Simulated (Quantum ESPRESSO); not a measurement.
## Calculated data, LiAlInMoRu$_{4}$ (simulated cell), LiGaPd$_{6}$ (simulated cell), LiHf$_{2}$MgTaGa$_{3}$ (simulated cell)

Computed with Quantum ESPRESSO 7.5. Calculation on a made-up metal alloy cell, not a measurement: no spin or spin-orbit, unrelaxed, 2900 K smearing, stress positive in tension, cell energy less fitted offsets; periodic Kohn-Sham density functional theory in plane waves with PseudoDojo standard norm-conserving scalar-relativistic pseudopotentials, each functional with its own files (v0.5 for PBE, v0.4.1 for LDA and PBEsol), eight atoms on drawn sites of a strained close-packed or body-centred lattice, each displaced and held fixed; the energy is the cell's free energy, ions and the entropy term -TS included, at the stated Fermi-Dirac width, less a fixed offset for each atom's element (shifted free energy); compositions with an open d shell lost a parallel starting moment in a cheaper test run, and other magnetic orders were not tried; an error bar is the largest change of its kind in a tighter rerun, never given below 0.002 eV, 0.02 GPa or 0.003 eV/angstrom, and covers cutoff and k-mesh only, not smearing or the files.

Settings shared by all entries: lattice type hexagonal close-packed; functional pbe; fermi dirac smearing 0.25 eV; electrons removed 0.

Notes on all entries: a spin test at this wide smearing found no moment, but such smearing suppresses magnetism that the real alloy may have; lattice, volume and sites are drawn at random and may be unstable or far from any real phase; energies are for the whole cell, less offsets fitted to these runs, so they are not formation energies.

(1) LiAlInMoRu$_{4}$ (simulated cell)

```
cell vectors (Å)
   2.7825    -0.0011     0.0376
  -0.0019     4.9714     0.0298
   0.1255     0.0574     9.5795
atoms (fractions of the cell vectors)
Li -0.00218  0.00877 -0.00726
Ru  0.00886  0.01858  0.50428
In -0.02187  0.31733  0.25305
Ru  0.01609  0.33069  0.74396
Ru  0.48986  0.51757 -0.00513
Ru  0.47250  0.48491  0.49545
Al  0.54200  0.85167  0.24534
Mo  0.50537  0.84068  0.74177
```

```
cutoff                   : 1143 eV
run command              : mpirun -np 4 pw.x -nk 4 -in in
run processor            : Intel Xeon, 2023 or later, virtual cores
k mesh                   : 8 x 5 x 3 shifted half a step off Gamma on each axis
entropy term negative ts : -1.594 eV
pressure                 : -12.25 GPa
stress xx                : 4.86 GPa
stress yy                : 9.28 GPa
stress zz                : 22.6 GPa
stress yz                : 0.75 GPa
stress xz                : 1.37 GPa
stress xy                : -1.25 GPa
shifted free energy      : 0.46 eV
```

Atoms:
```
atoms element  atom site  atom energy offset (eV)
           Li          1                  -195.67
           Ru          2                 -2750.51
           In          3                 -1808.02
           Ru          4                 -2750.51
           Ru          5                 -2750.51
           Ru          6                 -2750.51
           Al          7                   -63.26
           Mo          8                 -1911.95
```

Forces:
```
site  x (eV/Å)  y (eV/Å)  z (eV/Å)
   1      0.03     0.105    -0.048
   2    -0.153    -0.799     0.831
   3     0.349     1.474    -0.761
   4    -0.277      0.21    -0.209
   5     0.129     0.388    -0.767
   6     0.461     0.843     1.456
   7    -0.431    -1.737     0.606
   8    -0.107    -0.483    -1.108
```

Notes: error bars: energy 0.0059 eV, stress 0.034 GPa, force 0.0084 eV/Å, from a tighter rerun of this cell; 19 SCF iterations, 238 s of wall time on a shared machine.

(2) LiAlInMoRu$_{4}$ (simulated cell)

```
cell vectors (Å)
   2.7825    -0.0011     0.0376
  -0.0019     4.9714     0.0298
   0.1255     0.0574     9.5795
atoms (fractions of the cell vectors)
Li -0.00218  0.00877 -0.00726
Ru  0.00886  0.01858  0.50428
In -0.02187  0.31733  0.25305
Ru  0.01609  0.33069  0.74396
Mo  0.48986  0.51757 -0.00513
Ru  0.47250  0.48491  0.49545
Ru  0.54200  0.85167  0.24534
Al  0.50537  0.84068  0.74177
```

```
cutoff                   : 1143 eV
run command              : mpirun -np 4 pw.x -nk 4 -in in
run processor            : Intel Xeon, 2023 or later, virtual cores
k mesh                   : 8 x 5 x 3 shifted half a step off Gamma on each axis
entropy term negative ts : -1.925 eV
pressure                 : -12.15 GPa
stress xx                : 6.86 GPa
stress yy                : 11.41 GPa
stress zz                : 18.19 GPa
stress yz                : 1.53 GPa
stress xz                : 0.87 GPa
stress xy                : -1.52 GPa
shifted free energy      : 0.747 eV
```

Atoms:
```
atoms element  atom site  atom energy offset (eV)
           Li          1                  -195.67
           Ru          2                 -2750.51
           In          3                 -1808.02
           Ru          4                 -2750.51
           Mo          5                 -1911.95
           Ru          6                 -2750.51
           Ru          7                 -2750.51
           Al          8                   -63.26
```

Forces:
```
site  x (eV/Å)  y (eV/Å)  z (eV/Å)
   1     0.048     0.109     -0.02
   2    -0.023     -0.83     0.034
   3     0.462     1.289    -0.348
   4    -0.293     0.468    -0.083
   5     0.043     0.204    -0.549
   6     0.395     0.767     1.233
   7    -0.633    -2.007     0.407
   8     0.003    -0.001    -0.674
```

Notes: error bars: energy 0.0059 eV, stress 0.034 GPa, force 0.0084 eV/Å, from a tighter rerun of a related cell, whose elements or sites may differ; 19 SCF iterations, 238 s of wall time on a shared machine.

(3) LiGaPd$_{6}$ (simulated cell)

```
cell vectors (Å)
  -2.8928    -0.0077    -0.0257
  -0.0280     4.8992    -4.5457
  -0.0547    -4.9594    -4.6104
atoms (fractions of the cell vectors)
Pd  0.02926 -0.01088  0.01000
Pd -0.00100  0.42103  0.07120
Pd -0.00599  0.50351  0.50878
Pd  0.01085  0.89968  0.58554
Ga  0.51541  0.16167  0.34171
Li  0.51550  0.24059  0.73909
Pd  0.49317  0.67250  0.83944
Pd  0.48710  0.74370  0.24142
```

```
cutoff                   : 1197 eV
run command              : mpirun -np 4 pw.x -nk 4 -in in
run processor            : Intel Xeon, 2023 or later, virtual cores
k mesh                   : 8 x 4 x 4 shifted half a step off Gamma on each axis
entropy term negative ts : -1.382 eV
pressure                 : -6.94 GPa
stress xx                : 7.84 GPa
stress yy                : 7.21 GPa
stress zz                : 5.79 GPa
stress yz                : -0.02627 GPa
stress xz                : 0.79 GPa
stress xy                : -0.33 GPa
shifted free energy      : 0.72 eV
```

Atoms:
```
atoms element  atom site  atom energy offset (eV)
           Pd          1                 -3687.45
           Pd          2                 -3687.45
           Pd          3                 -3687.45
           Pd          4                 -3687.45
           Ga          5                 -2081.03
           Li          6                  -195.67
           Pd          7                 -3687.45
           Pd          8                 -3687.45
```

Forces:
```
site  x (eV/Å)  y (eV/Å)  z (eV/Å)
   1     0.333       0.6    -0.832
   2     0.036    -0.835     0.207
   3    -0.012    -0.412     1.198
   4     0.073      1.02    -0.567
   5      0.01     0.356     0.277
   6      0.03    -0.256    -0.318
   7    -0.225    -0.039     0.675
   8    -0.244    -0.434     -0.64
```

Notes: error bars: energy 0.015 eV, stress 0.22 GPa, force 0.0041 eV/Å, from a tighter rerun of this cell; 19 SCF iterations, 284 s of wall time on a shared machine.

(4) LiHf$_{2}$MgTaGa$_{3}$ (simulated cell)

```
cell vectors (Å)
   4.7826    -2.7232     0.0952
  -3.2486     0.0721    -5.0242
   3.1957     5.4590    -0.0449
atoms (fractions of the cell vectors)
Ga  0.00471  0.00895  0.00436
Ta -0.00578 -0.00801  0.50972
Hf  0.09026  0.50412  0.37123
Li  0.07839  0.50885  0.86602
Ga  0.49799 -0.00616  0.23911
Mg  0.47657 -0.02196  0.76400
Ga  0.56623  0.49084  0.13170
Hf  0.58158  0.51220  0.63453
```

```
cutoff                   : 1143 eV
run command              : pw.x -nk 1 -in in
run processor            : AMD EPYC, Zen 5, virtual cores
k mesh                   : 5 x 5 x 4 shifted half a step off Gamma on each axis
entropy term negative ts : -1.301 eV
pressure                 : -8.99 GPa
stress xx                : 8.58 GPa
stress yy                : 9.54 GPa
stress zz                : 8.85 GPa
stress yz                : 0.8 GPa
stress xz                : -0.21 GPa
stress xy                : 0.53 GPa
shifted free energy      : 0.252 eV
```

Atoms:
```
atoms element  atom site  atom energy offset (eV)
           Ga          1                 -2081.03
           Ta          2                 -1771.44
           Hf          3                 -1535.13
           Li          4                  -195.67
           Ga          5                 -2081.03
           Mg          6                 -1616.19
           Ga          7                 -2081.03
           Hf          8                 -1535.13
```

Forces:
```
site  x (eV/Å)  y (eV/Å)  z (eV/Å)
   1    -0.354     0.081    -0.036
   2    -0.306    -0.177     0.238
   3    -0.125     0.047     0.414
   4     0.142     0.293     0.052
   5     0.314     0.583    -0.228
   6    -0.104     -0.15    -0.704
   7     0.279     0.009    -0.315
   8     0.154    -0.686     0.578
```

Notes: heavy elements are run without spin-orbit coupling, which real alloys of them have; error bars: energy 0.0041 eV, stress 0.057 GPa, force 0.0088 eV/Å, from a tighter rerun of this cell; 12 SCF iterations, 1885 s of wall time on a shared machine.

(5) LiHf$_{2}$MgTaGa$_{3}$ (simulated cell)

```
cell vectors (Å)
   4.7826    -2.7232     0.0952
  -3.2486     0.0721    -5.0242
   3.1957     5.4590    -0.0449
atoms (fractions of the cell vectors)
Ta  0.00471  0.00895  0.00436
Mg -0.00578 -0.00801  0.50972
Hf  0.09026  0.50412  0.37123
Ga  0.07839  0.50885  0.86602
Ga  0.49799 -0.00616  0.23911
Ga  0.47657 -0.02196  0.76400
Hf  0.56623  0.49084  0.13170
Li  0.58158  0.51220  0.63453
```

```
cutoff                   : 1143 eV
run command              : pw.x -nk 1 -in in
run processor            : AMD EPYC, Zen 5, virtual cores
k mesh                   : 5 x 5 x 4 shifted half a step off Gamma on each axis
entropy term negative ts : -1.291 eV
pressure                 : -9.3 GPa
stress xx                : 9.37 GPa
stress yy                : 9.4 GPa
stress zz                : 9.13 GPa
stress yz                : -0.87 GPa
stress xz                : 1.71 GPa
stress xy                : -0.75 GPa
shifted free energy      : -0.023 eV
```

Atoms:
```
atoms element  atom site  atom energy offset (eV)
           Ta          1                 -1771.44
           Mg          2                 -1616.19
           Hf          3                 -1535.13
           Ga          4                 -2081.03
           Ga          5                 -2081.03
           Ga          6                 -2081.03
           Hf          7                 -1535.13
           Li          8                  -195.67
```

Forces:
```
site  x (eV/Å)  y (eV/Å)  z (eV/Å)
   1     0.412     0.426    -0.284
   2    -0.212    -0.022    -0.297
   3     -0.53    -0.348    -0.171
   4     0.005     0.455     0.419
   5     0.127    -0.239    -0.064
   6     0.165     0.133    -0.146
   7    -0.056    -0.514     0.414
   8      0.09     0.109      0.13
```

Notes: heavy elements are run without spin-orbit coupling, which real alloys of them have; error bars: energy 0.0041 eV, stress 0.057 GPa, force 0.0088 eV/Å, from a tighter rerun of a related cell, whose elements or sites may differ; 11 SCF iterations, 1457 s of wall time on a shared machine.
